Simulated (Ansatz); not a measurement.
**TaF$_{3}$ in Ansatz, relaxation**

The input file (Ansatz 0.2.0, plane waves):

```yaml
crystal:
  lattice:
    - [3.911063, 0.0, 0.0]
    - [0.0, 3.911063, 0.0]
    - [0.0, 0.0, 3.911063]
  atoms:
    - { symbol: Ta, position: [0.0, 0.0, 0.0] }
    - { symbol: F, position: [0.5, 0.0, 0.0] }
    - { symbol: F, position: [0.0, 0.5, 0.0] }
    - { symbol: F, position: [0.0, 0.0, 0.5] }
  symmetry: { tolerance: 0.0003 }
kpoints:
  mp_grid: { grid: [9, 9, 9], shift: [0, 0, 0] }
magnetization:
  spin_polarized: false
scf:
  occupations: { method: fermi_dirac, width: 0.0255 }
  lower_state_search: "off"
hamiltonian:
  pseudopotentials: { kind: paw }
  xc: pbe
basis:
  ecutwfc: 420
  fft_grid_basis: typed
relax:
  max_steps: 80
  cell: { p_target: 0.0 }
output:
  forces: true
  stress: true
  eigenvalues: true
  bader: true
  populations: true
  elf: true
  write_potential: true
  volumetric_format: npy
  dos:
    e_range: [-12, 8]
    de: 0.05
    projected: { site_lists: { F: [F], Ta: [Ta] } }
  write_density: true
checkpoint:
  read: saved_state
```

Run with:

```bash
ansatz run input.yaml --threads 2 --pin off --max-ram 2560MiB --backend cpu --events-out ev --progress --plain --runs-dir out
```

Origin of the cell: a database entry, scaled a little.

The saved state is a converged single point of the same cell.

Steps («new basis» is an SCF on plane waves selected anew at the same cell):

```tsv
step	ΔF (meV/atom)	max force component (eV/Å)	P (GPa)	volume (Å³)	SCF iterations	step was
1	0.0	0.000	23.93	59.83	5	accepted
2	-144.1	0.000	2.00	67.90	7	accepted
3	-144.9	0.000	0.29	68.74	5	accepted
4	-144.8	0.000	0.00	68.88	5	accepted
5	-164.7	0.000	2.00	68.88	8	new basis
6	-165.7	0.000	0.31	69.93	6	accepted
7	-165.5	0.000	0.01	70.13	5	accepted
8	-166.7	0.000	0.05	70.13	7	new basis
9	-166.7	0.000	0.00	70.16	6	accepted
10	-166.7	0.000	0.00	70.16	8	new basis
```

The starting structure.

Space group Pm-3m (No. 221); the run's cell has a = 3.911 Å, b = 3.911 Å, c = 3.911 Å, α = 90.00°, β = 90.00°, γ = 90.00°. Shortest distances: F–Ta 1.96 Å, F–F 2.77 Å.

The relaxed structure.

Space group Pm-3m (No. 221); the run's cell has a = 4.124 Å, b = 4.124 Å, c = 4.124 Å, α = 90.00°, β = 90.00°, γ = 90.00°. Shortest distances: F–Ta 2.06 Å, F–F 2.92 Å.

```yaml
crystal:
  lattice:
    - [4.12444, 0.00000, 0.00000]
    - [0.00000, 4.12444, 0.00000]
    - [0.00000, 0.00000, 4.12444]
  atoms:
    - { symbol: Ta, position: [0.00000, 0.00000, 0.00000] }
    - { symbol: F, position: [0.50000, 0.00000, 0.00000] }
    - { symbol: F, position: [0.00000, 0.50000, 0.00000] }
    - { symbol: F, position: [0.00000, 0.00000, 0.50000] }
```

```
Free energy lowered by                                                                 : 166.7 meV/atom
Volume change                                                                          : 17.28 %
Final pressure                                                                         : 0.00 GPa
Relaxation steps listed                                                                : 10
Formation energy (elements under the same functional, gases as molecules, uncorrected) : -2.373 eV/atom
Gap on the mesh                                                                        : none (metal)
```

Caveats: no moments, though an odd count or open d shells may carry them; no spin-orbit coupling, though heavy elements are present; the relaxation held the start's symmetry, so the end may be a saddle point.

Time: 59 s on 2 threads of Arm Neoverse N1, with other jobs on the host, peak memory 0.36 GiB, from a saved density.
